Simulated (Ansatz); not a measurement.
BaAu$_{2}$:
```cif
data_Au2Ba
_chemical_formula_sum 'Ba1 Au2'
_space_group_name_H-M_alt 'P 1'
_space_group_IT_number 1
_cell_length_a 4.84527
_cell_length_b 4.84527
_cell_length_c 4.18605
_cell_angle_alpha 90.000
_cell_angle_beta 90.000
_cell_angle_gamma 120.000
loop_
_space_group_symop_operation_xyz
  'x, y, z'
loop_
_atom_site_label
_atom_site_type_symbol
_atom_site_fract_x
_atom_site_fract_y
_atom_site_fract_z
_atom_site_occupancy
Ba1 Ba 0.00000 0.00000 0.00000 1
Au1 Au 0.33333 0.66667 0.50000 1
Au2 Au 0.66667 0.33333 0.50000 1
```

Relaxed with r²SCAN.

Problem. Tabulate the valence density and the electron localisation function along the shortest Ba–Au contact (3.49 Å), r²SCAN (plane waves, PAW; program Ansatz).

Solution. 

| distance from Ba (Å) | density (e/Å³) | ELF |
|---|---|---|
| 0.35 | 0.74 | 0.08 |
| 0.52 | 1.24 | 0.55 |
| 0.70 | 1.39 | 0.83 |
| 0.87 | 1.10 | 0.88 |
| 1.05 | 0.66 | 0.83 |
| 1.22 | 0.34 | 0.62 |
| 1.40 | 0.17 | 0.23 |
| 1.57 | 0.11 | 0.08 |
| 1.75 | 0.10 | 0.09 |
| 1.92 | 0.13 | 0.20 |
| 2.10 | 0.20 | 0.31 |
| 2.27 | 0.34 | 0.34 |
| 2.45 | 0.67 | 0.38 |
| 2.62 | 1.58 | 0.46 |
| 2.79 | 3.88 | 0.53 |
| 2.97 | 6.95 | 0.57 |
| 3.14 | 10.47 | 0.64 |

The density is the valence pseudo-density with augmentation charge, so density and ELF within about 1 Å of a nucleus are not all-electron values.

Space group P6/mmm. The workflow started from an entry of the Crystallography Open Database (COD). Its standing as an ambient phase is unchecked. Symmetry was held in the r²SCAN relaxation; its stability against distortions is not shown here. Spin–orbit coupling is left out wherever it is not named.

Potentials: the later of the program's two PAW sets.
